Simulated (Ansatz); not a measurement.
Pb:
```cif
data_Pb
_chemical_formula_sum 'Pb1'
_space_group_name_H-M_alt 'P 1'
_space_group_IT_number 1
_cell_length_a 3.25131
_cell_length_b 3.25131
_cell_length_c 3.25131
_cell_angle_alpha 90.000
_cell_angle_beta 90.000
_cell_angle_gamma 90.000
loop_
_space_group_symop_operation_xyz
  'x, y, z'
loop_
_atom_site_label
_atom_site_type_symbol
_atom_site_fract_x
_atom_site_fract_y
_atom_site_fract_z
_atom_site_occupancy
Pb1 Pb 0.00000 0.00000 0.00000 1
```

This is the PBE-relaxed structure.

Problem. All from DFT-PBE in the program Ansatz with PAW potentials, unless another level is named. Give the density of states at the Fermi level.

Solution. 0.71 states/eV per atom (mean over ±0.08 eV).

Problem. Predict the gap with spin–orbit coupling.

Solution. none (metallic).

Space group Pm-3m (simple cubic). A made-up cell: these elements were put on the sites of a structure type; neither database checked (COD, Materials Project) lists it. It is not the phase usual at ambient conditions (space group No. 225). Symmetry was held in the PBE relaxation. At this level the phase is mechanically unstable. Spin–orbit coupling is left out wherever it is not named.

Potentials: the later of the program's two PAW sets.
